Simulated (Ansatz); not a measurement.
Pd:
```
CELL_PARAMETERS angstrom
      0.00000     1.91950     1.91950
      1.91950     0.00000     1.91950
      1.91950     1.91950     0.00000
ATOMIC_POSITIONS crystal
  Pd 0.00000 0.00000 0.00000
```

Relaxed with LDA. Special points in fractions of this cell's reciprocal vectors: Γ (0.000, 0.000, 0.000); X (0.500, 0.000, 0.500); U (0.625, 0.250, 0.625); K (0.375, 0.375, 0.750); L (0.500, 0.500, 0.500); W (0.500, 0.250, 0.750).

Question: List the band energies nearest the Fermi level at these points for the program Ansatz at the LDA level (PAW).

Answer: In eV from the Fermi level; about four levels below and three above (degenerate sets whole), none deeper than 8.9 eV; … stands for higher levels left out; points with the same levels are listed once.

| k | below | above |
|---|---|---|
| Γ | -7.60 -3.07 -3.07 -3.07 | … |
| X | -5.80 -5.50 -0.04 | 0.32 0.32 … |
| U | -4.48 -2.16 -1.03 -0.18 | … |
| L | -3.12 -3.12 -0.02 -0.02 | … |
| W | -4.66 -3.66 -3.66 -1.44 | 0.32 … |

Space group Fm-3m (fcc (Cu type)). Symmetry was held in the LDA relaxation. No spin polarisation was allowed. Spin–orbit coupling is left out wherever it is not named.

Potentials: the later of the program's two PAW sets.
